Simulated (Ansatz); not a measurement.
CaScO₂F in space group P4/mmm (No. 123; Ca on 1d, Sc on 1a, O on 2f, F on 1b) at seven volumes, r²SCAN in the plane-wave PAW code Ansatz, shape and atoms relaxed at each. One row is withheld.

```csv
V (Å³/atom),P (GPa)
12.020,15.50
12.416,9.49
12.812,4.38
13.208,0.00
13.605,-3.73
14.001,?
14.397,-9.64
```

**Question.** Fit the shown pressures and predict the withheld one.

**Answer.** Third-order Birch–Murnaghan: P = (3/2)B₀(x^(7/2) − x^(5/2))[1 + (3/4)(B′ − 4)(x − 1)] with x = (V₀/V)^(2/3). Least squares on the six rows gives V₀ = 13.209 Å³/atom, B₀ = 134.4 GPa, B′ = 4.26. At V = 14.001, x = 0.9619 and P = -6.91 GPa. The run itself gave -6.92 GPa.

The start of the workflow was typed in or built on a structure type; neither database checked (COD, Materials Project) lists it. Whether it is the stable phase at ambient conditions was not checked. The cell was relaxed with r²SCAN under the symmetry of its start; its stability against distortions is not shown here. The run is not spin-polarised.

Potentials: the earlier of the program's two PAW sets. The files were generated under PBE; for other functionals the program regenerates the frozen cores, and for LDA and PBEsol the local potential too.
